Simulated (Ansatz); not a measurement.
Bi₂S₃:
```
Bi2S3
1.0
   11.13480     0.00000     0.00000
    0.00000     3.97949     0.00000
    0.00000     0.00000    10.96505
Bi S
8 12
Direct
  0.49468   0.25000   0.32480
  0.00532   0.75000   0.82480
  0.99468   0.25000   0.17520
  0.50532   0.75000   0.67520
  0.33332   0.75000   0.03145
  0.16668   0.25000   0.53145
  0.83332   0.75000   0.46855
  0.66668   0.25000   0.96855
  0.28160   0.25000   0.19559
  0.21840   0.75000   0.69559
  0.78160   0.25000   0.30441
  0.71840   0.75000   0.80441
  0.55042   0.75000   0.12944
  0.94958   0.25000   0.62944
  0.05042   0.75000   0.37056
  0.44958   0.25000   0.87056
  0.37762   0.75000   0.44245
  0.12238   0.25000   0.94245
  0.87762   0.75000   0.05755
  0.62238   0.25000   0.55755
```

Relaxed with PBE+D3(BJ). Independent-particle spectrum: no excitons, no local fields, no scissors shift; 0.1 eV broadening; ε₁ of the summed bands alone.

### Question
Tabulate the dielectric function from DFT-PBE+D3(BJ) in the program Ansatz with PAW potentials.

### Answer


| E (eV) | ε₁ xx | ε₂ xx | ε₁ yy | ε₂ yy | ε₁ zz | ε₂ zz |
|---|---|---|---|---|---|---|
| 0.0 | 14.82 | 0.00 | 16.43 | 0.00 | 16.98 | 0.00 |
| 0.4 | 15.07 | 0.00 | 16.71 | 0.00 | 17.30 | 0.00 |
| 0.8 | 15.93 | 0.00 | 17.63 | 0.00 | 18.42 | 0.00 |
| 1.2 | 18.18 | 0.13 | 19.59 | 0.00 | 21.04 | 0.00 |
| 1.6 | 21.87 | 2.25 | 24.58 | 0.62 | 27.17 | 3.53 |
| 2.0 | 24.35 | 8.53 | 31.07 | 8.98 | 27.17 | 14.38 |
| 2.4 | 24.75 | 18.48 | 29.73 | 22.95 | 25.90 | 23.69 |
| 2.8 | 10.84 | 23.91 | 17.27 | 34.97 | 12.58 | 30.73 |
| 3.2 | 9.74 | 22.32 | 4.96 | 33.35 | 5.00 | 32.20 |
| 3.6 | 1.81 | 21.80 | -8.01 | 25.47 | -5.98 | 23.18 |
| 4.0 | -2.21 | 18.30 | -10.46 | 15.84 | -8.78 | 16.22 |
| 4.4 | -5.95 | 13.19 | -8.18 | 10.97 | -7.88 | 10.90 |
| 4.8 | -4.73 | 10.68 | -6.64 | 7.27 | -6.60 | 7.89 |
| 5.2 | -5.21 | 7.99 | -5.74 | 6.10 | -5.73 | 6.37 |
| 5.6 | -4.61 | 6.16 | -4.40 | 4.31 | -4.92 | 4.71 |
| 6.0 | -3.96 | 4.59 | -3.14 | 3.44 | -3.89 | 3.38 |
| 6.4 | -2.53 | 3.49 | -1.93 | 3.37 | -2.49 | 2.50 |
| 6.8 | -1.73 | 3.21 | -1.66 | 3.11 | -1.45 | 2.71 |
| 7.2 | -0.67 | 2.93 | -0.86 | 3.08 | -0.67 | 2.56 |
| 7.6 | 0.16 | 4.12 | -0.57 | 3.39 | -0.03 | 3.10 |
| 8.0 | -0.77 | 4.02 | -0.47 | 3.76 | 0.21 | 3.93 |
| 8.4 | -0.77 | 3.77 | -0.79 | 3.85 | -0.28 | 3.84 |
| 8.8 | -0.79 | 3.83 | -0.84 | 3.90 | -0.88 | 4.00 |
| 9.2 | -1.02 | 3.73 | -1.60 | 3.61 | -1.26 | 3.60 |
| 9.6 | -1.42 | 3.67 | -1.64 | 3.28 | -1.39 | 3.53 |
| 10.0 | -1.69 | 3.17 | -1.91 | 2.67 | -1.43 | 2.84 |
| 10.4 | -1.88 | 2.89 | -1.58 | 2.26 | -1.71 | 2.88 |
| 10.8 | -1.78 | 2.38 | -1.58 | 2.20 | -1.85 | 2.32 |
| 11.2 | -1.71 | 2.06 | -1.47 | 1.81 | -1.62 | 1.93 |
| 11.6 | -1.62 | 1.77 | -1.25 | 1.70 | -1.51 | 1.70 |
| 12.0 | -1.52 | 1.50 | -1.36 | 1.58 | -1.35 | 1.46 |

### Question
From ε at 3.2 eV (xx: 9.74 + 22.32i), find n, k, the normal reflectivity and the absorption coefficient.

### Answer
n = 4.13, k = 2.703, R = 51 %, α = 2kE/ħc = 880000 cm⁻¹.

With all bands, ε∞ without local fields is 14.9 (xx), 16.6 (yy), 17.1 (zz).

Space group Pnma. The cell was relaxed with PBE+D3(BJ) under the symmetry of its start. Spin–orbit coupling is left out wherever it is not named.

Potentials: the later of the program's two PAW sets.
